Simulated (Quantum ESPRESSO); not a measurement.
# Computed records: Mg₃GaO₄ (made-up cell)

All values are calculated (Quantum ESPRESSO 7.5). Calculation on a made-up crystal cell, not a measurement: periodic Kohn-Sham density functional theory in plane waves with PseudoDojo standard norm-conserving scalar-relativistic pseudopotentials, each functional with its own files (v0.5 for PBE, v0.4.1 for LDA and PBEsol), no spin polarisation, no spin-orbit coupling, atoms not relaxed, stress positive in tension, energies less a fixed whole-eV offset for each atom's element; levels are Kohn-Sham levels at fractions of this cell's reciprocal vectors, counted from the reference band (half the neutral cell's valence electrons, rounded up) at Gamma; error bars cover cutoff and k-mesh only, not smearing or the files; each bar is the largest change over components, and at least 0.002 eV, 0.002 eV per angstrom or 0.02 GPa; added strain carries the atoms with the cell, and shear is the tensor component; energies are for the whole cell, and the offsets were chosen from early runs and are not element reference energies.

Common to all runs: lattice type zincblende/diamond; functional pbe; cutoff 1143 eV; fermi dirac smearing 0.1 eV; scf tolerance 1e-07 eV; electrons removed 0; added strain kind biaxial xx and yy; k mesh 6 x 6 x 6, shifted by half a step.

```yaml
- entry: 1
  formula: Mg3GaO4
  kind: "made-up cell"
  unstrained_structure:
    cell_angstrom:
      - [4.6804, -0.0509, 0.0265]
      - [-0.0509, 4.7438, -0.0529]
      - [0.0265, -0.0529, 4.7283]
    atoms_fractional:
      - [Mg, 0.00318, 0.00207, -0.0174]
      - [Ga, 0.00149, 0.50456, 0.49416]
      - [Mg, 0.48695, -0.00038, 0.50077]
      - [Mg, 0.49788, 0.49939, 0.00091]
      - [O, 0.24842, 0.25228, 0.26121]
      - [O, 0.2493, 0.74058, 0.75718]
      - [O, 0.76388, 0.26498, 0.74392]
      - [O, 0.74461, 0.74586, 0.24809]
  given:
    added_strain: -0.0052
    structure_shown: "before the added strain of -0.0052"
    atom_site: [1, 2, 3, 4, 5, 6, 7, 8]
    "atom_energy_offset [eV]": [-1617, -2080, -1617, -1617, -452, -452, -452, -452]
  results:
    "free_energy_less_offsets [eV]": 0.5991
    scf_iterations: 11
    "smearing_term_minus_ts [eV]": -0.04724
    "pressure [GPa]": -1.761
    "stress_xx [GPa]": 1.272
    "stress_yy [GPa]": 1.895
    "stress_zz [GPa]": 2.116
    "stress_yz [GPa]": -1.551
    "stress_xz [GPa]": 0.4712
    "stress_xy [GPa]": -0.6627
    force_site: [1, 2, 3, 4, 5, 6, 7, 8]
    "force_x [eV/angstrom]": [-0.3886, -0.2197, 0.5402, 0.083, -0.07184, 0.1232, -0.3499, 0.2836]
    "force_y [eV/angstrom]": [-0.001064, 0.1669, -0.06242, -0.0615, -0.1372, 0.1726, -0.4379, 0.3606]
    "force_z [eV/angstrom]": [0.7309, -0.128, -0.0968, 0.01783, -0.3707, -0.2918, -0.003806, 0.1423]
    "error_bar_energy [eV]": 0.00691
    "error_bar_stress [GPa]": 0.0324
    "error_bar_force [eV/angstrom]": 0.008369
    error_bars_from: "tighter rerun of a related cell"
- entry: 2
  formula: Mg3GaO4
  kind: "made-up cell"
  unstrained_structure:
    cell_angstrom:
      - [4.6804, -0.0509, 0.0265]
      - [-0.0509, 4.7438, -0.0529]
      - [0.0265, -0.0529, 4.7283]
    atoms_fractional:
      - [Mg, 0.00318, 0.00207, -0.0174]
      - [Ga, 0.00149, 0.50456, 0.49416]
      - [Mg, 0.48695, -0.00038, 0.50077]
      - [Mg, 0.49788, 0.49939, 0.00091]
      - [O, 0.24842, 0.25228, 0.26121]
      - [O, 0.2493, 0.74058, 0.75718]
      - [O, 0.76388, 0.26498, 0.74392]
      - [O, 0.74461, 0.74586, 0.24809]
  given:
    added_strain: -0.003
    structure_shown: "before the added strain of -0.003"
    atom_site: [1, 2, 3, 4, 5, 6, 7, 8]
    "atom_energy_offset [eV]": [-1617, -2080, -1617, -1617, -452, -452, -452, -452]
  results:
    "free_energy_less_offsets [eV]": 0.6043
    scf_iterations: 11
    "smearing_term_minus_ts [eV]": -0.0475
    "pressure [GPa]": -2.214
    "stress_xx [GPa]": 1.756
    "stress_yy [GPa]": 2.394
    "stress_zz [GPa]": 2.491
    "stress_yz [GPa]": -1.543
    "stress_xz [GPa]": 0.4622
    "stress_xy [GPa]": -0.6705
    force_site: [1, 2, 3, 4, 5, 6, 7, 8]
    "force_x [eV/angstrom]": [-0.3839, -0.2173, 0.5373, 0.08638, -0.07149, 0.1161, -0.3457, 0.2786]
    "force_y [eV/angstrom]": [-0.005042, 0.1585, -0.06275, -0.05807, -0.1339, 0.1769, -0.4327, 0.3571]
    "force_z [eV/angstrom]": [0.722, -0.1224, -0.09877, 0.01965, -0.365, -0.2903, -0.005482, 0.1404]
    "error_bar_energy [eV]": 0.00691
    "error_bar_stress [GPa]": 0.0324
    "error_bar_force [eV/angstrom]": 0.008369
    error_bars_from: "tighter rerun of a related cell"
- entry: 3
  formula: Mg3GaO4
  kind: "made-up cell"
  unstrained_structure:
    cell_angstrom:
      - [4.6804, -0.0509, 0.0265]
      - [-0.0509, 4.7438, -0.0529]
      - [0.0265, -0.0529, 4.7283]
    atoms_fractional:
      - [Mg, 0.00318, 0.00207, -0.0174]
      - [Ga, 0.00149, 0.50456, 0.49416]
      - [Mg, 0.48695, -0.00038, 0.50077]
      - [Mg, 0.49788, 0.49939, 0.00091]
      - [O, 0.24842, 0.25228, 0.26121]
      - [O, 0.2493, 0.74058, 0.75718]
      - [O, 0.76388, 0.26498, 0.74392]
      - [O, 0.74461, 0.74586, 0.24809]
  given:
    added_strain: 0.0002
    structure_shown: "before the added strain of 0.0002"
    atom_site: [1, 2, 3, 4, 5, 6, 7, 8]
    "atom_energy_offset [eV]": [-1617, -2080, -1617, -1617, -452, -452, -452, -452]
  results:
    "free_energy_less_offsets [eV]": 0.6141
    scf_iterations: 11
    "smearing_term_minus_ts [eV]": -0.04788
    "pressure [GPa]": -2.852
    "stress_xx [GPa]": 2.439
    "stress_yy [GPa]": 3.098
    "stress_zz [GPa]": 3.019
    "stress_yz [GPa]": -1.532
    "stress_xz [GPa]": 0.4537
    "stress_xy [GPa]": -0.6812
    force_site: [1, 2, 3, 4, 5, 6, 7, 8]
    "force_x [eV/angstrom]": [-0.3767, -0.2134, 0.5319, 0.09041, -0.07137, 0.1085, -0.3391, 0.2698]
    "force_y [eV/angstrom]": [-0.00761, 0.1452, -0.06208, -0.05239, -0.1285, 0.1807, -0.4252, 0.3499]
    "force_z [eV/angstrom]": [0.7099, -0.1148, -0.1015, 0.02255, -0.3569, -0.2882, -0.007595, 0.1367]
    "error_bar_energy [eV]": 0.00691
    "error_bar_stress [GPa]": 0.0324
    "error_bar_force [eV/angstrom]": 0.008369
    error_bars_from: "tighter rerun of a related cell"
```
